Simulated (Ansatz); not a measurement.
What DFT gives for K

```
CELL_PARAMETERS angstrom
-2.67292 2.67292 2.67292
2.67292 -2.67292 2.67292
2.67292 2.67292 -2.67292
ATOMIC_POSITIONS crystal
K 0.00000 0.00000 0.00000
```

Single point in Ansatz 0.2.0 with r2SCAN, no spin polarisation. Cutoff 500 eV, PAW datasets, 9×9×9 Γ-centred k mesh, fermi-dirac filling (width 0.1 eV).

Problem. Is the cell too large or too small?

Solution. The pressure is 0.0 GPa (compression positive), so with the atoms held at these fractions the cell is close to zero pressure.

Problem. Metal or insulator?

Solution. It is a metal, with about 0.75 states/eV a cell as the mean within 0.25 eV of the Fermi level, mostly K s (83 %).

Problem. What do density and ELF say about some of the short contacts?

Solution. K–K at 4.63 Å: least valence density 0.02 e/Å³ and ELF 0.27 there, so no covalent bond. Both are smooth PAW fields, read partly inside the augmentation spheres.

Origin: a database entry at a rescaled volume.
